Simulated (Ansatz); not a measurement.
# La2O3: from a starting cell to a relaxed one

The start is a generated trial cell of La2O3 in the Bi2Te3 structure type. The structure is fully relaxed (lattice and positions, P = 0) with r2SCAN (plane waves to 500 eV, PAW, scalar-relativistic; Ansatz, a program for electronic structure). The first steps use a 11×11×11 k-mesh.

Input geometry:
```yaml
crystal:
  lattice:
    - [1.69667, 0.97957, 7.87610]
    - [-1.69667, 0.97957, 7.87610]
    - [0.00000, -1.95914, 7.87610]
  atoms:
    - { symbol: La, position: [0.39900, 0.39900, 0.39900] }
    - { symbol: La, position: [0.60100, 0.60100, 0.60100] }
    - { symbol: O, position: [0.00000, 0.00000, 0.00000] }
    - { symbol: O, position: [0.20800, 0.20800, 0.20800] }
    - { symbol: O, position: [0.79200, 0.79200, 0.79200] }
```

By how much does the energy per atom fall from start to end?

0.89 eV/atom.

How does the volume per atom move from start to end?

+24.0 %, from 15.71 to 19.47 Å³/atom.

Give the final cell and atomic positions.


```cif
data_La6O9
_chemical_formula_sum 'La6 O9'
_space_group_name_H-M_alt 'R-3m :H'
_space_group_IT_number 166
_space_group_name_Hall '-R 3 2"'
_cell_length_a 3.80194
_cell_length_b 3.80194
_cell_length_c 23.33074
_cell_angle_alpha 90.000
_cell_angle_beta 90.000
_cell_angle_gamma 120.000
loop_
_atom_site_label
_atom_site_type_symbol
_atom_site_symmetry_multiplicity
_atom_site_Wyckoff_symbol
_atom_site_fract_x
_atom_site_fract_y
_atom_site_fract_z
_atom_site_occupancy
La1 La 6 c 0.00000 0.00000 0.40086 1
O1 O 3 a 0.00000 0.00000 0.00000 1
O2 O 6 c 0.00000 0.00000 0.23580 1
```
(The calculation used a cell of 5 atoms; values per cell refer to that cell.)

The space group stays R-3m (No. 166) (the run could not lower it), with 5 atoms in the primitive cell. Final values are on a 10×10×10 k-mesh of the relaxed cell. No spin polarisation in the result.

The run could not lose the symmetry of its start: the end is stationary, and may be a saddle point rather than a minimum.

The relaxed structure here is a generated cell of La2O3: the first start was made by placing the elements on the sites of a structure type, and the end was not matched to a known phase here, so it may be hypothetical. Known forms of La2O3 include space group No. 164.
